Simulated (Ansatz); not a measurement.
Data:

MgTiNO:
```yaml
crystal:
  lattice:
    - [2.96633, 0.00000, 0.00000]
    - [0.00000, 2.96633, 0.00000]
    - [0.00000, 0.00000, 4.33288]
  atoms:
    - { symbol: Ti, position: [0.00000, 0.00000, 0.00000] }
    - { symbol: N, position: [0.50000, 0.50000, 0.00000] }
    - { symbol: Mg, position: [0.50000, 0.50000, 0.50000] }
    - { symbol: O, position: [0.00000, 0.00000, 0.50000] }
```
The run is spin-polarised, in the one order tried: ferromagnetic.

This is the r²SCAN-relaxed structure.

### Question
All from DFT-r²SCAN in the program Ansatz with PAW potentials, unless another level is named. Give the net moment.

### Answer
0.03 μB per atom.

### Question
And the Bader charges?

### Answer
Ti +1.86, N -1.97, Mg +1.74, O -1.63 e.

Space group P4/mmm. The start of the workflow was typed in or built on a structure type; neither database checked (COD, Materials Project) lists it. Its standing as an ambient phase is unchecked. Symmetry was held in the r²SCAN relaxation; whether a distortion lowers the energy is not shown. Magnetic state: ferromagnetic, the only order run, not a proven ground state. The cell computed holds one magnetic atom, so no antiferromagnetic order was within reach. Other orbital occupations within this spin state were not tried. No Hubbard U is applied.

Potentials: the earlier of the program's two PAW sets.
